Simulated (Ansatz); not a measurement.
## MnHg: spin order and energy

```
Mn Hg
1.0
     3.31500    0.00000    0.00000
     0.00000    3.31500    0.00000
     0.00000    0.00000    3.31500
Mn Hg
1 1
Cartesian
  1.6575 1.6575 1.6575
  0.0000 0.0000 0.0000
```

Atom numbers follow the list: Mn1, Hg2.

The cell is COD entry 1522376, as deposited and not checked against the literature; nothing was relaxed.

The magnetic state is the one reached from the start moments; no search over orders was made, so it needn't be the ground state.

Level of theory: DFT, PBE, all-electron LAPW, scalar-relativistic (Ansatz 0.2.0).

Settings: a Γ-centred 11×11×11 k mesh, Fermi–Dirac smearing of 0.08 eV, basis error target 0.25 meV/atom. PBE unless a row says otherwise.

Energies are extrapolated to zero smearing; site moments are those inside atomic spheres.

The runs: ferromagnetic start; no spin polarisation; spin-orbit coupling on.

Problem. Which of the states with an energy lies lowest?

Solution. The row "ferromagnetic start", by 726 meV/atom under the next. Orders that need a larger cell weren't tried.

Problem. Tabulate energies, moments and gaps of the runs.

Solution. 
```json
{"run": "ferromagnetic start", "E − E(first) (meV/atom)": "0", "spin moment Mn1 (μB)": "3.94", "cell spin moment (μB)": "3.92", "gap (eV)": "none", "P (GPa)": "0.5"}
{"run": "no spin polarisation", "E − E(first) (meV/atom)": "726", "spin moment Mn1 (μB)": "0", "cell spin moment (μB)": "0", "gap (eV)": "none", "P (GPa)": "-14.7"}
{"run": "spin-orbit coupling on", "E − E(first) (meV/atom)": "–", "spin moment Mn1 (μB)": "–", "cell spin moment (μB)": "3.92", "gap (eV)": "none", "P (GPa)": "-0.4"}
```

From crystal-made all-electron datasets, the contact spin densities (averaged over the Thomson radius about each nucleus) in the first state are Mn1 -2.42, Hg2 -25.08 e/Å³ (up less down).

Problem. What Fermi-contact hyperfine field is that at Hg2?

Solution. B = (2μ0/3) μB ρs(0) = 7.769 T·Å³ × (-25.08) = -194.9 T, opposed to the magnetisation of the spin-up electrons. Orbital and dipolar fields aren't included.
